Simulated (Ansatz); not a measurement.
A relaxed cell of C (P6₃/mmc (No. 194)), relaxed on a k-mesh at least as fine as the one used below. Level of theory: PBEsol (plane waves to 420 eV, PAW, scalar-relativistic; Ansatz, a quantum-chemistry and plane-wave program). Γ-centred k-mesh 6×6×5 on the run's cell (coarser than for final values), Fermi–Dirac smearing 0.05 eV.

```yaml
crystal:
  lattice:
    - [4.43561, 0.00000, 0.00000]
    - [-2.21781, 3.84135, 0.00000]
    - [0.00000, 0.00000, 5.03885]
  atoms:
    - { symbol: C, position: [0.44798, 0.89595, 0.12500] }
    - { symbol: C, position: [0.44798, 0.89595, 0.62500] }
    - { symbol: C, position: [0.55202, 0.44798, 0.37500] }
    - { symbol: C, position: [0.55202, 0.44798, 0.87500] }
    - { symbol: C, position: [0.10405, 0.55202, 0.12500] }
    - { symbol: C, position: [0.10405, 0.55202, 0.62500] }
    - { symbol: C, position: [0.55202, 0.10405, 0.37500] }
    - { symbol: C, position: [0.55202, 0.10405, 0.87500] }
    - { symbol: C, position: [0.44798, 0.55202, 0.12500] }
    - { symbol: C, position: [0.44798, 0.55202, 0.62500] }
    - { symbol: C, position: [0.89595, 0.44798, 0.37500] }
    - { symbol: C, position: [0.89595, 0.44798, 0.87500] }
```

The atoms are displaced by (Å):

```json
[
 {"atom": "C1", "ux": "-0.138", "uy": "-0.029", "uz": "0.136"},
 {"atom": "C2", "ux": "-0.045", "uy": "0.072", "uz": "-0.057"},
 {"atom": "C3", "ux": "-0.022", "uy": "-0.055", "uz": "0.017"},
 {"atom": "C4", "ux": "-0.051", "uy": "-0.027", "uz": "0.013"},
 {"atom": "C5", "ux": "0.055", "uy": "-0.043", "uz": "0.042"},
 {"atom": "C6", "ux": "0.071", "uy": "-0.045", "uz": "0.218"},
 {"atom": "C7", "ux": "-0.043", "uy": "0.096", "uz": "0.103"},
 {"atom": "C8", "ux": "0.158", "uy": "-0.057", "uz": "-0.066"},
 {"atom": "C9", "ux": "0.120", "uy": "-0.053", "uz": "0.100"},
 {"atom": "C10", "ux": "-0.053", "uy": "-0.079", "uz": "0.032"},
 {"atom": "C11", "ux": "0.009", "uy": "-0.001", "uz": "-0.080"},
 {"atom": "C12", "ux": "0.004", "uy": "0.052", "uz": "-0.017"}
]
```

What forces (eV/Å) and pressure result?


```tsv
atom	Fx	Fy	Fz
C1	4.53	1.61	-3.66
C2	1.44	-4.51	5.55
C3	0.22	2.50	3.62
C4	4.07	0.24	0.70
C5	-0.60	0.50	-1.50
C6	-0.56	3.28	-11.76
C7	1.20	-4.71	-5.83
C8	-3.16	1.94	4.50
C9	-6.05	1.84	-4.63
C10	2.12	1.62	0.00
C11	-0.26	-0.81	6.72
C12	-2.96	-3.49	6.30
```

Pressure +12.1 GPa.

Estimate the energy cost of the displacement in the harmonic approximation and compare with the calculation.

For a harmonic well ΔE = −½ Σ F·u = 4.704 eV a cell, or 392 meV/atom. The calculated energy relative to the undisplaced cell is +406 meV/atom, so the harmonic estimate holds well.

No spin polarisation in the result.

The run that gave the undisplaced cell could not lose the symmetry of its start; a randomly shaken copy of 12 atoms returns to this structure.

The relaxed structure here is a generated cell of C: the first start was made by placing the elements on the sites of a structure type, and the end was not matched to a known phase here, so it may be hypothetical. A known form of C has the same space group but another cell.
